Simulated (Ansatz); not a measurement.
Input and output of a single-point calculation on Ga4Sb3As, ordered on the zincblende lattice (Amm2) with 8 atoms a cell (the PAW code Ansatz, HSE06). The geometry is the r2SCAN minimum.

Input (YAML):
```yaml
crystal:
  lattice:
    - [4.2625239654, 0.0, 0.0]
    - [0.0, 4.2603505796, 6.0160030849]
    - [0.0, -4.2603505796, 6.0160030849]
  atoms:
    - { symbol: As, position: [0.0, 2.15105e-05, 2.15105e-05] }
    - { symbol: Sb, position: [0.5, 0.0001433446, 0.4996258943] }
    - { symbol: Sb, position: [0.5, 0.4996258943, 0.0001433446] }
    - { symbol: Sb, position: [0.0, 0.5006397923, 0.5006397923] }
    - { symbol: Ga, position: [0.5, 0.8835760496, 0.8835760496] }
    - { symbol: Ga, position: [0.0, 0.8809965209, 0.3601398896] }
    - { symbol: Ga, position: [0.0, 0.3601398896, 0.8809965209] }
    - { symbol: Ga, position: [0.5, 0.3748569982, 0.3748569982] }
kpoints:
  mp_grid: { grid: [4, 2, 2] }
  band_path:
    path:
      - [0.0, 0.0, 0.0]
      - [0.0, 0.5, 0.5]
      - [0.0, 0.6246239496, 0.3753760504]
      - [0.0, 0.3753760504, -0.3753760504]
      - [0.5, 0.0, 0.0]
      - [0.5, 0.3753760504, -0.3753760504]
      - [0.5, 0.6246239496, 0.3753760504]
      - [0.5, 0.5, 0.5]
      - [0.0, 0.5, 0.0]
      - [0.0, 0.0750752101, -0.0750752101]
      - [0.0, 0.05, 0.05]
    npoints: 1
hamiltonian:
  xc: hse06
scf:
  occupations: { method: fermi_dirac, width: 0.02 }
  n_extra_bands: 6
output:
  forces: true
  stress: true
  eigenvalues: true
  write_density: true
  write_potential: true
  elf: true
  volumetric_format: npy
```

Run as `ansatz run input.yaml --threads 4 --pin off --max-ram 6451MiB --backend cpu --events-out ev --progress --plain --runs-dir out`. Wall time 6.5 min on 4 threads of Intel(R) Xeon(R) Processor @ 2.50GHz (Skylake/Cascade Lake), with other jobs on the host, load about 0.9 per core; peak host memory 2.7 GiB.

Task: Predict the output.

Result: Output, abridged:
```
Functional definition: HSE06
Crystal: 8 atoms, lattice volume = 218.499 Å³
Basis set: ecut = 420 eV, 4293 PW (Γ)
Bands: 62, of which v1, the nominal top of the filled ones, is band 56 counted from 1 (55 counted from 0)
Symmetry: 4 space group operations
Space group: Amm2 (ITA 38)
k-points: 9 of 16
[warm-up without exact exchange]
SCF 1 converged in 13 iterations: F = -39442.805747 eV  dr2 = 2.53e-10
[exact exchange on]
Exchange kernel: α = 0.2500, screened, ω = 0.2079 Å⁻¹, Wigner–Seitz truncation, v(0) = 1029.0718 eV·Å³, q-mesh 4×2×2
SCF 2 stopped early in 6 iterations: F = -39459.100750 eV  dr2 = 9.19e-6
hybrid outer 1: dexx = +6.107e-2 eV, tail = 3.03e-4 eV
SCF 3 converged in 7 iterations: F = -39459.100658 eV  dr2 = 1.00e-10
hybrid outer 2: dexx = +9.316e-6 eV, tail = 1.36e-7 eV, Δε = 6.68e-3 eV, ΔF = 8.27e-3 eV/Å
SCF 4 converged in 3 iterations: F = -39459.100657 eV  dr2 = 2.46e-10
hybrid outer 3: dexx = +7.624e-9 eV, tail = 8.39e-10 eV, Δε = 1.31e-4 eV, ΔF = 1.25e-4 eV/Å
Free energy (F): -39459.100657 eV
Internal energy: -39459.100231 eV  (E = F + TS)
E sigma→0 (E₀):  -39459.100444 eV
Entropy (-TS):   -0.000426 eV (-0.053 meV/atom)
Fermi energy:    7.550769 eV
--- Forces (eV/Å), atoms counted from 1 ---
  atom   1  As      0.00000      0.00000      0.04083
  atom   2  Sb      0.00000    -0.03262      0.07589
  atom   3  Sb      0.00000      0.03262      0.07589
  atom   4  Sb      0.00000      0.00000      0.04992
  atom   5  Ga      0.00000      0.00000    -0.10750
  atom   6  Ga      0.00000    -0.03304    -0.04297
  atom   7  Ga      0.00000      0.03304    -0.04297
  atom   8  Ga      0.00000      0.00000    -0.04910
--- Stress (GPa, compression-positive) ---
        0.575745       0.000000       0.000000
        0.000000       0.212533       0.000000
        0.000000       0.000000      -0.369557
  P = ⅓ Tr σ = 0.1396 GPa (1.396 kbar)
```
Only the leading digits can be foreseen; the rest is this run's record.

Levels at the listed points, from bands.tsv (eV from the Fermi energy, bands near the gap, counted from 0):
```tsv
# k_distance	band_51	band_52	band_53	band_54	band_55	band_56	band_57	band_58	band_59
# fermi_ev = 7.550769
# [0, 0, 0] at k_distance = 0.000000
# [0, 0.5, 0.5] at k_distance = 0.522206
# [0, 0.6246239496, 0.3753760504] at k_distance = 0.706002
# [0, 0.3753760504, -0.3753760504] at k_distance = 1.345892
# [0.5, 0, 0] at k_distance = 2.267677
# [0.5, 0.3753760504, -0.3753760504] at k_distance = 2.821283
# [0.5, 0.6246239496, 0.3753760504] at k_distance = 3.461173
# [0.5, 0.5, 0.5] at k_distance = 3.644969
# [0, 0.5, 0] at k_distance = 4.509447
# [0, 0.0750752101, -0.0750752101] at k_distance = 4.876501
# [0, 0.05, 0.05] at k_distance = 4.998919
# levels_relative_to = fermi_ev
0.000	-1.411	-1.180	-0.166	-0.116	-0.087	0.083	1.204	1.282	1.460
0.522	-2.190	-1.764	-1.749	-1.497	-1.272	1.650	1.858	2.340	2.878
0.706	-2.193	-1.939	-1.842	-1.681	-0.840	1.824	2.330	2.455	2.761
1.346	-2.193	-1.939	-1.842	-1.681	-0.840	1.824	2.330	2.455	2.761
2.268	-3.612	-3.548	-3.458	-1.745	-1.271	2.407	2.883	4.395	4.485
2.821	-2.896	-2.458	-2.127	-1.581	-1.569	1.456	1.683	1.819	1.992
3.461	-2.896	-2.458	-2.127	-1.581	-1.569	1.456	1.683	1.819	1.992
3.645	-2.870	-1.642	-1.365	-1.360	-1.179	0.704	1.139	1.466	1.471
4.509	-2.172	-1.190	-1.048	-0.675	-0.649	0.935	1.788	2.097	2.293
4.877	-1.560	-1.217	-0.876	-0.273	-0.115	0.491	1.361	1.582	1.639
4.999	-1.480	-1.182	-0.351	-0.204	-0.124	0.275	1.274	1.360	1.485
```
In order the rows are Γ, Y, C₀, Σ₀, Z, A₀, E₀, T, S, Σ₀–Γ (0.80), Γ–Y (0.10).

Planar averages along the third cell vector, from rho_z.tsv and v_z.tsv (valence density with its augmentation; electrostatic potential energy of an electron, of which only differences have a meaning):
```
z (Å)  ρ (e/Å³)  v_es (eV)
 0.00     1.119       3.16
 0.29     0.728       4.49
 0.59     0.291       5.74
 0.88     0.145       7.93
 1.33     0.090      10.05
 1.62     0.088       9.69
 1.92     0.123       7.98
 2.21     0.284       5.86
 2.51     0.878       4.02
 2.80     1.172       1.94
 3.10     0.703       0.41
 3.39     0.810       0.48
 3.83     0.919       2.44
 4.13     0.472       3.91
 4.42     0.205       6.07
 4.72     0.121       8.59
 5.01     0.089       9.99
 5.31     0.082       9.99
 5.60     0.103       8.71
 5.90     0.191       6.49
 6.34     0.992       3.46
 6.63     1.161       1.42
 6.93     0.781       0.94
 7.22     1.053       2.24
```

With HSE06 the gap is 0.17 eV and direct, at Γ. The gap is the least over the mesh and the extra points. The mean stress is close to zero (0.1 GPa). The stress of a hybrid is loosely converged here. The largest force is 0.11 eV/Å.

All values are calculated for a non-magnetic cell, which may be hypothetical.

Spin-orbit coupling is left out, which matters wherever the heavy atoms make up the band edges.

The meshes of the hybrids are coarse, so their gaps aren't converged to the digits shown.
